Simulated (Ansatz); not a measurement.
Data:

Relaxed LiCl (rock salt):

```
LiCl
1.0
    0.00000     2.55614     2.55614
    2.55614     0.00000     2.55614
    2.55614     2.55614     0.00000
Cl Li
1 1
Direct
  0.00000   0.00000   0.00000
  0.50000   0.50000   0.50000
```

In each cell atom 1 (Cl, nearest neighbour Li at 2.556 Å; its periodic images, 3.6 Å or more away, move with it) moves by s·(0.000, 0.000, 1.000) (along Cartesian z), the rest being held.

These are r2SCAN (plane waves to 500 eV, PAW, scalar-relativistic; Ansatz, a quantum-chemistry and plane-wave program) values and carry that method's errors. k mesh 9×9×9 (Γ-centred), Fermi-Dirac smearing 0.05 eV. E stands for the smeared free energy. LiCl was relaxed with its symmetry unable to fall. The zero of ΔE is the undisplaced structure.

The scan covers s from -0.510 to 0.510 Å in 11 points.

### Question
Is the energy the same for equal positive and negative displacements?

### Answer
Even: the same for both signs. With its periodic images moving along, the atom's site symmetry in this cell is m-3m.

### Question
What is the energy change at s = 0.510 Å?

### Answer
231.5 meV/cell.

### Question
What force acts on the atom along the line at s = -0.510 Å?

### Answer
1.46 eV/Å.

### Question
What is the force constant k = d²E/ds² of this move at s = 0?

### Answer
0.79 eV/Å².

### Question
With two atoms in the cell this is the zone-centre optical mode. What wavenumber follows (transverse: no LO-TO term)?

### Answer
192 cm⁻¹.

(A displaced cell: forces are minus the slopes of the energy, force constants its curvatures, and phonons follow from these.)
